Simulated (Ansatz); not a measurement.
SrTiO3:
```
SrTiO3
1.0
    3.93640     0.00000     0.00000
    0.00000     3.93640     0.00000
    0.00000     0.00000     3.93640
Sr Ti O
1 1 3
Direct
  0.50000   0.50000   0.50000
  0.00000   0.00000   0.00000
  0.50000   0.00000   0.00000
  0.00000   0.50000   0.00000
  0.00000   0.00000   0.50000
```

Cartesian axes are those of the cell as given.

Task: Give the high-frequency dielectric tensor and the Born effective charge tensors of the independent atoms from DFPT, plane-wave PAW PBE (Ansatz code).

Result: 
ε∞:
```
6.29  0.00  0.00
0.00  6.29  0.00
0.00  0.00  6.29
```
Z* of atom 1 (Sr), rows: field, columns: displacement, in e:
```
2.55  0.00  0.00
0.00  2.55  0.00
0.00  0.00  2.55
```
Z* of atom 2 (Ti), rows: field, columns: displacement, in e:
```
7.33  0.00  0.00
0.00  7.33  0.00
0.00  0.00  7.33
```
Z* of atom 3 (O), rows: field, columns: displacement, in e:
```
-5.84   0.00   0.00
 0.00  -2.02   0.00
 0.00   0.00  -2.02
```

Static charges for comparison (Bader): Sr1 +1.60, Ti2 +2.24, O3 -1.28 e. Born charges measure polarisation by displacement and can exceed these by far.

Space group Pm-3m (cubic perovskite). The cell was relaxed with PBE under the symmetry of its start. At this level the phase is dynamically unstable (imaginary phonons). No spin polarisation was allowed. Spin–orbit coupling is left out wherever it is not named.

Potentials: the later of the program's two PAW sets.
